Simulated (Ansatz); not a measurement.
HfPt$_{3}$:
```cif
data_Hf4Pt12
_chemical_formula_sum 'Hf4 Pt12'
_space_group_name_H-M_alt 'P 1'
_space_group_IT_number 1
_cell_length_a 5.63789
_cell_length_b 5.63789
_cell_length_c 9.20358
_cell_angle_alpha 90.000
_cell_angle_beta 90.000
_cell_angle_gamma 120.000
loop_
_space_group_symop_operation_xyz
  'x, y, z'
loop_
_atom_site_label
_atom_site_type_symbol
_atom_site_fract_x
_atom_site_fract_y
_atom_site_fract_z
_atom_site_occupancy
Hf1 Hf 0.00000 0.00000 0.00000 1
Hf2 Hf 0.00000 0.00000 0.50000 1
Hf3 Hf 0.33333 0.66667 0.25000 1
Hf4 Hf 0.66667 0.33333 0.75000 1
Pt1 Pt 0.50000 0.00000 0.00000 1
Pt2 Pt 0.50000 0.50000 0.50000 1
Pt3 Pt 0.00000 0.50000 0.00000 1
Pt4 Pt 0.50000 0.00000 0.50000 1
Pt5 Pt 0.50000 0.50000 0.00000 1
Pt6 Pt 0.00000 0.50000 0.50000 1
Pt7 Pt 0.83027 0.66054 0.25000 1
Pt8 Pt 0.16973 0.33946 0.75000 1
Pt9 Pt 0.16973 0.83027 0.75000 1
Pt10 Pt 0.83027 0.16973 0.25000 1
Pt11 Pt 0.33946 0.16973 0.25000 1
Pt12 Pt 0.66054 0.83027 0.75000 1
```

Relaxed with PBEsol.

Q: Which orbitals make up the states near the Fermi level in PBEsol in the plane-wave PAW code Ansatz?

A: Within 0.5 eV of the Fermi level: Pt 5d 77 %, Hf 5d 9 %, Pt 6s 6 %, outside the projected shells 6 %. Projections are on Löwdin-orthogonalised atomic valence shells; empty p or d shells of many metals are not among them.

Q: Tabulate the density of states.

A: States/eV per cell of 16 atoms, in 0.25 eV bins, energy from the Fermi level.

```csv
E (eV),total,Pt 5d,Hf 5d,Pt 6s
-7.85,2.53,0.25,0.11,1.67
-7.60,2.83,0.39,0.16,1.80
-7.35,3.35,0.68,0.26,1.85
-7.10,8.07,3.06,1.00,3.14
-6.85,11.79,5.90,1.63,3.44
-6.60,13.80,8.30,1.75,2.83
-6.35,17.22,11.56,2.10,2.53
-6.10,20.05,14.58,2.17,2.16
-5.85,24.93,19.82,2.49,1.59
-5.60,22.04,18.51,2.02,0.85
-5.35,21.18,18.06,1.85,0.66
-5.10,16.16,14.07,1.19,0.43
-4.85,17.00,14.91,1.13,0.45
-4.60,22.20,19.50,1.37,0.70
-4.35,21.21,18.45,1.40,0.78
-4.10,24.00,20.75,1.69,0.93
-3.85,25.26,21.96,1.70,0.89
-3.60,23.24,20.15,1.63,0.80
-3.35,24.19,21.06,1.73,0.76
-3.10,32.56,28.19,2.56,1.10
-2.85,24.89,21.35,2.07,0.84
-2.60,22.78,19.28,2.07,0.74
-2.35,21.52,17.92,1.98,0.74
-2.10,19.84,16.67,1.71,0.62
-1.85,20.38,16.56,1.94,0.64
-1.60,18.65,13.06,3.00,0.91
-1.35,13.23,9.36,1.88,0.69
-1.10,9.38,7.02,0.99,0.39
-0.85,9.49,7.99,0.58,0.25
-0.60,9.77,8.64,0.41,0.19
-0.35,9.11,8.31,0.29,0.11
-0.10,1.53,0.95,0.13,0.16
0.15,2.04,1.03,0.36,0.37
0.40,2.76,1.26,0.77,0.39
0.65,3.68,1.45,1.39,0.42
0.90,4.90,1.58,1.92,0.56
1.15,12.95,4.41,4.72,2.02
1.40,23.88,8.24,9.77,3.76
1.65,14.67,4.79,7.68,1.23
1.90,19.58,5.38,12.11,1.04
2.15,14.05,3.81,8.64,0.71
2.40,6.48,1.60,4.10,0.32
2.65,5.14,1.10,3.27,0.22
2.90,7.17,1.19,4.98,0.24
3.15,11.40,1.82,7.62,0.60
3.40,8.70,1.55,5.56,0.57
3.65,8.46,1.41,5.18,0.61
3.90,8.60,1.36,5.16,0.78
4.15,4.63,0.70,2.65,0.33
4.40,4.01,0.50,1.98,0.37
4.65,4.34,0.52,1.77,0.39
```

Space group P6_3/mmc. The first step of the workflow began from a Materials Project structure, measured or hypothetical; the Crystallography Open Database files this formula in space group No. 194, but the cells were not matched. Its standing as an ambient phase is unchecked. The cell was relaxed with PBEsol under the symmetry of its start; its stability against distortions is not shown here. The run is not spin-polarised. Scalar-relativistic: spin–orbit coupling is off unless named, which matters more the heavier the elements.

Potentials: the later of the program's two PAW sets.
